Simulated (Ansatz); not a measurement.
The calculation used DFT PBE, scalar-relativistic, plane waves, PAW in Ansatz. Cutoff 420 eV, Γ-centred meshes of about 0.25 Å⁻¹ or finer for metals and 0.3 Å⁻¹ for insulators (2π included), Gaussian smearing. No spin polarisation.

This relaxed Nb2PdSe5 cell comes from a structure search over trial cells.

```yaml
crystal:
  lattice:
    - [6.88622, 0.00000, 0.00000]
    - [-3.44311, 5.96364, 0.00000]
    - [0.00000, 0.00000, 7.06199]
  atoms:
    - { symbol: Nb, position: [0.33333, 0.66667, 0.75670] }
    - { symbol: Nb, position: [0.66667, 0.33333, 0.75670] }
    - { symbol: Pd, position: [0.00000, 0.00000, 0.78715] }
    - { symbol: Se, position: [0.33333, 0.66667, 0.43285] }
    - { symbol: Se, position: [0.66667, 0.33333, 0.43285] }
    - { symbol: Se, position: [0.33770, 0.00000, 0.90350] }
    - { symbol: Se, position: [0.00000, 0.33770, 0.90350] }
    - { symbol: Se, position: [0.66231, 0.66231, 0.90350] }
```

Wave vectors count in units of this cell's reciprocal vectors.

Q: Is this structure dynamically stable, and if not, what does it turn into?

A: No. The phonons at Γ go imaginary, to 38i cm⁻¹ at q = (0.00, 0.00, 0.00). With atoms moved at random and symmetry off, it falls by 55 meV/atom into P1 (No. 1). Conventional cell: a = 6.556 Å, b = 6.928 Å, c = 7.136 Å, α = 90.2°, β = 91.4°, γ = 118.1°. Nb on its first site has 1 Se at 2.28 Å, 3 Se at 2.52–2.57 Å and 1 Pd at 2.89 Å; Nb on its second site is surrounded by 1 Se at 2.28 Å, 3 Se at 2.52–2.57 Å and 1 Pd at 2.93 Å; Pd has 2 Se at 2.43 Å, 1 Se at 2.68 Å and 2 Nb at 2.89–2.93 Å; around Se on its first site lies 1 Nb at 2.28 Å; 4 more sites not described.

```
Nb Pd Se
1.0
     6.55633    0.00000    0.00000
    -3.26814    6.10839    0.00000
    -0.17153   -0.11858    7.13343
Nb Pd Se
2 1 5
Cartesian
  0.0538 4.2924 5.3792
  3.3077 1.6231 5.3547
  2.3549 5.9893 5.8105
  0.1748 4.1637 3.1081
  3.3679 1.8886 3.0940
  2.2328 3.6584 6.4880
  1.7034 -0.1035 6.2619
  -1.0505 2.2248 6.4248
```

Weakly bound directions are ill-defined at this level, which has no dispersion term.
